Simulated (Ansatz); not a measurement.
HfSi, one cell by several methods

```xyz
4
Lattice="3.6893 0.0000 0.0000 -1.8447 3.1951 0.0000 0.0000 0.0000 6.6148" Properties=species:S:1:pos:R:3 pbc="T T T"
Hf    0.0000    0.0000    0.0000
Hf    0.0000    0.0000    3.3074
Si    0.0000    2.1300    1.6537
Si    1.8447    1.0650    4.9611
```

Atom numbers follow the list: Hf1, Hf2, Si3, Si4.

Conventional cell: a = 3.689 Å, b = 3.689 Å, c = 6.615 Å, α = 90.00°, β = 90.00°, γ = 120.00°. Around Hf (atom 1) lie 6 Si at 2.70 Å. Around Si (atom 3) lie 6 Hf at 2.70 Å.

The cell was built from the NiAs type and relaxed in the same program, and has space group P6_3/mmc; it needn't be a known or the stable phase.

Spin–orbit coupling is left out, though it moves levels of the heavy atoms by tenths of an eV or more.

Levels of theory: DFT, PBEsol, PAW with Ansatz's default frozen-core files, scalar-relativistic (Ansatz 0.2.0); DFT, PBEsol, all-electron PAW with datasets made for the crystal, scalar-relativistic (Ansatz 0.2.0); DFT, PBEsol, all-electron LAPW, scalar-relativistic (Ansatz 0.2.0).

For PAW: a Γ-centred 10×10×6 k mesh, Fermi–Dirac smearing of 0.05 eV, cutoff 420 eV, no spin polarisation; the PAW files were made with PBE, and the program remakes their frozen cores for this functional. The crystal-made all-electron datasets (AE datasets) take a cutoff of 380 eV at this cell. LAPW targets a basis error of 1 meV/atom. The Ansatz runs share mesh, smearing and spin set-up. Plane-wave (PAW) pressures include the program's estimate of the Pulay term.

Stress and pressure are positive in compression.

Spin–orbit coupling is left out, which moves gradients at and beside heavy atoms by some per cent and at worst by a factor of two.

In a metal, gradients converge slowly with the k mesh: the values move by tens of per cent from one mesh to another, at times in sign, so only the comparison on one mesh counts.

Levels count from the Fermi level.

| quantity | PAW | AE datasets | LAPW |
| --- | --- | --- | --- |
| pressure (GPa) | -0.01 | -0.02 | -0.02 |
| stress xx (GPa) | -0.03 | -0.04 | -0.04 |
| stress zz (GPa) | 0.03 | 0.00 | 0.00 |
| highest filled level at L (eV) | -0.786 | -0.788 | -0.788 |
| lowest empty level at L (eV) | 0.138 | 0.139 | 0.139 |
| highest filled level at Γ (eV) | -1.236 | -1.236 | -1.236 |
| lowest empty level at Γ (eV) | 0.767 | 0.769 | 0.768 |
| field gradient Vzz at Hf1 (10²¹ V/m²) | -29.42 | -29.75 | – |
| field gradient Vzz at Si3 (10²¹ V/m²) | -1.06 | -1.03 | – |

PAW's pressure differs from the LAPW value by about 0.01 GPa or less.
